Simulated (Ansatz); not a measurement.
The polar optical mode of MgS at 40 GPa, worked through

Level of theory: DFT LDA, scalar-relativistic, plane waves, PAW in Ansatz. Settings: 420 eV plane-wave cutoff, Γ-centred 8×8×8 mesh, fixed occupations. No spin polarisation. Phonons by linear response, acoustic sum rule imposed.

The cell, relaxed at 40 GPa:
Space group F-43m (No. 216). a = 5.006 Å, b = 5.006 Å, c = 5.006 Å, α = 90.00°, β = 90.00°, γ = 90.00°
```
atom site symmetry x y z
  Mg    4a      -43m  0.0000  0.0000  0.0000
   S    4c      -43m  0.2500  0.2500  0.2500
```

Other phases may be more stable at this pressure.

Linear response gives ν_TO = 545.1 cm⁻¹, Born charges ±1.685 e (positive on Mg) and ε∞ = 4.517. The primitive cell holds 31.370 Å³, and the masses are 24.305 and 32.060 amu.

Problem. Find ν_LO and the static dielectric constant.

Solution. The long-wave field adds a restoring force: ω_LO² − ω_TO² = Z*²e²/(ε_vac ε∞ μV). In these units ν_LO² − ν_TO² = 4.92064×10⁷ Z*²/(μ V ε∞) cm⁻², with μ = m₁m₂/(m₁ + m₂) = 13.825 amu: 71317 cm⁻². So ν_LO = √(545.1² + 71317) = 607.0 cm⁻¹, and the run gives 607.0. Lyddane–Sachs–Teller then gives ε0 = ε∞ (ν_LO/ν_TO)² = 5.60, against 5.60 in the run (it forms both from the same three quantities, so the match checks the arithmetic only). Between ν_TO and ν_LO the dielectric function is negative and an undamped crystal reflects fully: a reststrahlen band from 16.5 to 18.3 μm.

Problem. What do the Clausius–Mossotti polarisability and the Szigeti charge come to?

Solution. With the Lorentz local field, α = (3V/4π)(ε∞ − 1)/(ε∞ + 2) = 4.04 Å³ for the pair, and e_S = 3Z*/(ε∞ + 2) = 0.78 e. The Born charge includes the electrons' response to the dipole's own local field, and e_S takes that enhancement out. The Lorentz field assumes point-like polarisable ions, a poor picture once ε∞ is this large, since the electron clouds then overlap or are shared, so both numbers are formal here.

Problem. How strongly does a slow electron couple to the LO mode?

Solution. For one isotropic parabolic band, Fröhlich's constant is α_F = (1/ε∞ − 1/ε0) √(m* Ry/ħω_LO), with Ry = 13.606 eV, ħω_LO = 75.3 meV and m* in free-electron masses: α_F = 0.0428 × 13.45 × √m* = 0.58 √m*. The band mass isn't part of this run; for m* = 0.1, 0.3 and 1 it gives 0.18, 0.32, 0.58. In weak coupling the polaron lies α_F ħω_LO below the band edge (24 meV at m* = 0.3) with a mass m*(1 + α_F/6); past α_F of about 5 or 6 that expansion fails. A semilocal functional's ε∞ tends to be too large, which taken alone lowers α_F.

This zinc-blende form isn't the usual stable structure of the compound at low pressure.

Cost: 1 run of about 0.8 core-minutes, on Arm Neoverse N1 (shared hosts).